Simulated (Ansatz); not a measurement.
Vibrational response of Ni$_{3}$Ge

All numbers below come from DFT LDA, scalar-relativistic, plane waves, PAW (Ansatz). Settings: 420 eV plane-wave cutoff, Γ-centred 12×12×12 mesh, Fermi-Dirac smearing of 0.15 eV. No spin polarisation. Phonons by linear response, acoustic sum rule imposed.

Relaxed structure:
```
Ni Ge
1.0
     3.49054    0.00000    0.00000
     0.00000    3.49054    0.00000
     0.00000    0.00000    3.49054
Ni Ge
3 1
Cartesian
  1.7453 0.0000 1.7453
  0.0000 1.7453 1.7453
  1.7453 1.7453 0.0000
  0.0000 0.0000 0.0000
```

In a metal, frequencies and elastic constants depend on the k mesh and the smearing, soft modes and shear constants most. Spin polarisation was left out, and a magnetic state may lie lower.

Optical modes at Γ; i marks an imaginary frequency:
```
frequency (THz) degeneracy
           5.25           3
           5.97           3
           9.15           3
```

All 9 optical modes at Γ are real: no displacement of atoms at fixed cell lowers the energy to second order. Strains and modes at other wave vectors aren't tested by this run.

Whether Ni3Ge exists in this form wasn't checked.